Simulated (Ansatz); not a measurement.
The start is a randomly generated symmetric cell of MgPd (space group No. 139). Cell shape, volume and atoms are optimised at zero target pressure with PBEsol (plane waves to 420 eV, PAW, scalar-relativistic; Ansatz, a quantum-chemistry and plane-wave program). The first steps use a coarse 14×14×14 k-mesh.

Starting cell:
```
MgPd
1.0
   -1.60806     1.60806     7.23238
    1.60806    -1.60806     7.23238
    1.60806     1.60806    -7.23238
Mg Pd
2 2
Direct
  0.94112   0.94112   0.00000
  0.05888   0.05888   0.00000
  0.75000   0.25000   0.50000
  0.25000   0.75000   0.50000
```

| Quantity | Value |
|---|---|
| Outcome | The space group stays I4/mmm (No. 139) (the run could not lower it), with 4 atoms in the primitive cell |
| Energy released | about 2.0 eV/atom |
| Volume change | +26.4 %, from 18.70 to 23.64 Å³/atom |
| Band gap at the end | zero (metallic) |
| Optimiser moves | 14 |

It ends as:

Space group I4/mmm (No. 139); a = b = 3.7197 Å, c = 13.6688 Å, α = β = γ = 90.00°

| atom | site | symmetry | x | y | z |
|---|---|---|---|---|---|
| Mg | 4e | 4mm | 0.0000 | 0.0000 | 0.1107 |
| Pd | 4d | -4m2 | 0.0000 | 0.5000 | 0.2500 |
(The calculation used a cell of 4 atoms; values per cell refer to that cell.)

Final values are on a 18×18×18 k-mesh of the relaxed cell. The start holds a very short contact (Mg–Mg 1.70 Å). No spin polarisation in the result.

The run could not lose the symmetry of its start: the end is stationary, and may be a saddle point rather than a minimum.

The relaxed structure here is a generated cell of MgPd: the first start was made by a random draw of sites in a space group, and the end was not matched to a known phase here, so it may be hypothetical.
